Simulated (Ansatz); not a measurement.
**Slab of fcc Pt (110), 6 layers**

The slab is cut from the fcc crystal, the stable phase, as relaxed on PAW files (15.66 Å³/atom), with 16 Å of vacuum and a dipole correction:

```yaml
crystal:
  lattice:
    - [2.80855, 0.00000, 0.00000]
    - [0.00000, 3.97189, 0.00000]
    - [0.00000, 0.00000, 23.02140]
  atoms:
    - { symbol: Pt, position: [0.25000, 0.25000, 0.34750] }
    - { symbol: Pt, position: [0.75000, 0.75000, 0.40850] }
    - { symbol: Pt, position: [0.25000, 0.25000, 0.46950] }
    - { symbol: Pt, position: [0.75000, 0.75000, 0.53050] }
    - { symbol: Pt, position: [0.25000, 0.25000, 0.59150] }
    - { symbol: Pt, position: [0.75000, 0.75000, 0.65250] }
```

All numbers are PBE results (scalar-relativistic) from Ansatz 0.2.0, with a Γ-centred 14×10×1 k mesh, Fermi–Dirac smearing of 0.1 eV, no spin polarisation. Methods: LAPW: all electrons, basis error target 1 meV/atom; PAW: frozen-core files, cutoff 420 eV.

The bulk energy comes from a cell in the slab's orientation on a 14×10×14 mesh. The surface energy is (E(slab) − N·E(bulk))/2A at zero smearing, the mean of both faces; thin slabs carry quantum-size effects.

Spin–orbit coupling is left out, which matters for the heavy atoms.

Problem. As cut, the LAPW slab lies 2.868 eV above 6 atoms of bulk. What surface energy is that?

Solution. Over two faces of 11.16 Å² it is 128.6 meV/Å², and times 16.02 J/m² per eV/Å² that gives γ = 2.060 J/m².

Problem. What do relaxation and the other method give, and what work function comes out?

Solution. 

```json
{"method": "LAPW", "γ as cut (J/m²)": "2.060", "γ relaxed (J/m²)": "1.937", "Φ as cut (eV)": "5.38", "Φ relaxed (eV)": "5.36"}
{"method": "PAW", "γ as cut (J/m²)": "2.059", "γ relaxed (J/m²)": "1.936", "Φ as cut (eV)": "5.38", "Φ relaxed (eV)": "5.36"}
```

Problem. How do the spacings between the planes relax?

Solution. From the bottom face up: d12 -14.5 % of 1.404 Å, d23 +8.1 % of 1.404 Å, d34 -3.7 % of 1.404 Å, d45 +8.1 % of 1.404 Å, d56 -14.5 % of 1.404 Å.

Problem. What changes if relativity is switched off, at the same positions?

Solution. LAPW then gives: no gap, work function 4.70 eV.

Problem. A 4f core hole is made on one atom of each kind in every 1×1 cell (PAW hole dataset, neutral cell, valence without spin). What does it cost by layer?

Solution. layer 1 71.06 eV, layer 2 71.68 eV, layer 3 71.67 eV. Shifts between layers mean more than the absolute values, and a whole layer of holes screens otherwise than one hole.

Problem. In the relaxed 1×1 cell, replace the outer, then the middle Pt by Au, which changes a whole layer. What shift does this Z+1 picture give?

Solution. E(outer) − E(middle) = -0.59 eV by LAPW and -0.59 eV by PAW; a positive value puts the surface line at higher binding energy.
